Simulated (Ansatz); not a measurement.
Band structure of MoI$_{3}$

```xyz
4
Lattice="5.4521 0.0000 0.0000 0.0000 5.4521 0.0000 0.0000 0.0000 5.4521" Properties=species:S:1:pos:R:3 pbc="T T T"
Mo    0.0000    0.0000    0.0000
I     2.7260    0.0000    0.0000
I     0.0000    2.7260    0.0000
I     0.0000    0.0000    2.7260
```

Atoms are numbered in the order listed.

The structure comes from a relaxation in the same program, started in the ReO3 type, and has space group Pm-3m. Whether it is a known phase or the ground state wasn't checked.

Spin polarisation is left out, and whether a magnetic state lies lower isn't shown here.

No spin–orbit coupling, which matters for the heavy atoms here.

The calculation used DFT, PBEsol, all-electron LAPW, scalar-relativistic in Ansatz 0.2.0.

Sampling and basis: a Γ-centred 7×7×7 k mesh, Fermi–Dirac smearing of 0.08 eV, basis error target 1 meV/atom, no spin polarisation.

Points in fractions of the reciprocal vectors of this cell: Γ (0, 0, 0), X (0, 0.5, 0), M (0.5, 0.5, 0), R (0.5, 0.5, 0.5). The path joins them by straight lines in the order Γ–X–M–Γ–R–X–R–M; legs that retrace an earlier one aren't tabulated. Energies are in eV from the Fermi level.

Q: Is there a gap?

A: none: with an odd electron count and no spin polarisation the bands can't all be full, a metal in this set-up (spin order or a larger cell could open a gap).

Q: List the levels between -8 and 6 eV at the symmetry points.

A: 
Γ: -4.48 (×3), -1.99 (×3), -1.47 (×3), -1.35 (×3), -0.26 (×2), 2.36, 3.86, 5.48 (×2)
X: -5.37, -4.12 (×2), -3.35 (×2), -2.96, -2.26, -1.66 (×2), -1.33, -0.26, 0.33 (×2), 0.86, 4.95, 5.50
M: -5.93, -4.86, -4.55, -3.66, -3.32 (×2), -2.60 (×2), -0.83, 0.18, 0.34 (×2), 0.42, 4.26, 5.72, 5.75, 5.77 (×2)
R: -6.57, -4.85 (×2), -4.51 (×3), -0.81 (×3), 0.44 (×3), 3.69, 4.30 (×2), 4.82 (×3)
